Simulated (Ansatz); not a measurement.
The calculation used Ansatz, DFT PBE, scalar-relativistic, plane waves, PAW, and for the lanthanide a 4f-in-core norm-conserving potential. All cells share a 690 eV cutoff and Γ-centred k meshes spaced at most about 0.3 Å⁻¹ (about 0.25 or finer for metals, 2π included). No spin polarisation in the final relaxations.

These are static total energies at zero pressure.

Compare these two cells of HoS4, each relaxed at this level.

A.

```xyz
5
Lattice="5.1940 0.0000 0.0000 0.0000 5.1940 0.0000 0.0000 0.0000 5.1940" Properties=species:S:1:pos:R:3 pbc="T T T"
Ho    0.0000    0.0000    0.0000
S     2.5970    2.5970    2.5970
S     2.5970    0.0000    0.0000
S     0.0000    2.5970    0.0000
S     0.0000    0.0000    2.5970
```

B.

```xyz
5
Lattice="4.8338 0.0000 0.0000 0.0000 4.8338 0.0000 0.0000 0.0000 4.8338" Properties=species:S:1:pos:R:3 pbc="T T T"
Ho    0.0000    0.0000    0.0000
S     1.4929    1.4929    1.4929
S     3.3409    3.3409    1.4929
S     1.4929    3.3409    3.3409
S     3.3409    1.4929    3.3409
```

Question: Which form is favoured at zero pressure, and by what margin per atom?

Answer: B is lower, by 67 meV/atom. A has space group Pm-3m (No. 221), 28.0 Å³/atom and no gap on its mesh; B has space group P-43m (No. 215), 22.6 Å³/atom and no gap. Counting S atoms around Ho (those within 1.25 times the shortest such distance or 1.15 times the sum of covalent radii, 1.27 where that leaves under three), A has Ho 6 and B has Ho 4. The denser one is the lower, and pressure would at first widen the difference. Even the lower one lies +0.19 eV/atom against the reference forms of the elements (uncorrected), so neither is stable at this level. In A, Ho has 6 S at 2.60 Å; S on a site of symmetry m-3m is surrounded by 12 S at 3.67 Å (long against the sum of covalent radii); around S on a site of symmetry 4/mmm lie 2 Ho at 2.60 Å and 12 S at 3.67 Å. In B, Ho is surrounded by 4 S at 2.59 Å; around S lie 1 Ho at 2.59 Å and 3 S at 2.61 Å. Both come from invented guesses. A third cell relaxed alike, in P6/mmm, lies 0.47 eV/atom below the lower of the two.

In Pm-3m, P-43m an odd number of valence electrons (the lanthanide is held trivalent, its 4f shell in the core) allows no gap without spin; another valence of the lanthanide, a larger cell or a magnetic state could open one. S stands nearly free of neighbours here, and without spin polarisation the energy of such atoms comes out too high. A magnetic state wasn't ruled out in cells without spin, among them Pm-3m, P-43m. Cells relaxed within their symmetry can be saddle points.

The lanthanide is trivalent by construction, without f bands, f moments or other valences.
